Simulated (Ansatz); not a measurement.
# AuS, a known structure type with other elements, at an estimated volume

```
CELL_PARAMETERS angstrom
1.82738 3.16512 0.00000
-1.82738 3.16512 0.00000
0.00000 0.00000 15.80164
ATOMIC_POSITIONS crystal
Au 0.33333 0.33333 0.17000
Au 0.66667 0.66667 0.67000
Au 0.33333 0.33333 0.33000
Au 0.66667 0.66667 0.83000
S 0.33333 0.33333 0.60000
S 0.66667 0.66667 0.10000
S 0.33333 0.33333 0.90000
S 0.66667 0.66667 0.40000
```

Method: r2SCAN, no spin polarisation; PAW, plane waves to 500 eV, 11×11×3 Γ-centred mesh, fermi-dirac occupations (width 0.1 eV) (Ansatz 0.2.0), atoms fixed.

Metal or insulator?

It is a metal, with about 6.3 states/eV a cell as the mean within 0.25 eV of the Fermi level, mostly S p (62 %) and Au d (34 %).

Which atom feels the largest force, and which way?

The largest is on Au1 (and as large on other atoms): 2.17 eV/Å, components (0.00, 0.00, -2.17). It makes 62° with the line to a nearest neighbour, S6 at 2.38 Å.

Is the cell too large or too small?

The pressure is 5.2 GPa (compression positive), so with the atoms held at these fractions the cell would first expand; the forces are large, so a full relaxation may end otherwise. The principal stresses 4.1, 5.8, 5.8 GPa differ, so its shape would change too.

What is the formation energy?

0.56 eV an atom against the elements' usual phases (free molecules for gases, crystals otherwise, with no correction for O₂ or N₂), so at this geometry it isn't bound against them. Relaxing would lower it.

What do density and ELF say about some of the short contacts?

Au–S at 2.38 Å: least valence density 0.64 e/Å³ and ELF 0.44 there. Au–Au at 2.53 Å: least valence density 0.54 e/Å³ and ELF 0.23 there. These are pseudo-fields; inside the PAW spheres they differ from the all-electron ones.

How is the charge shared?

Bader charges in e: Au +0.25, S -0.25. In the mean Au gives up most and S takes most.

Origin: a known structure type with other elements, at an estimated volume, so it need not be a known compound. Caveats: many states at the Fermi level without spin polarisation, so a magnetic state may lie lower; atoms or cell far from equilibrium.
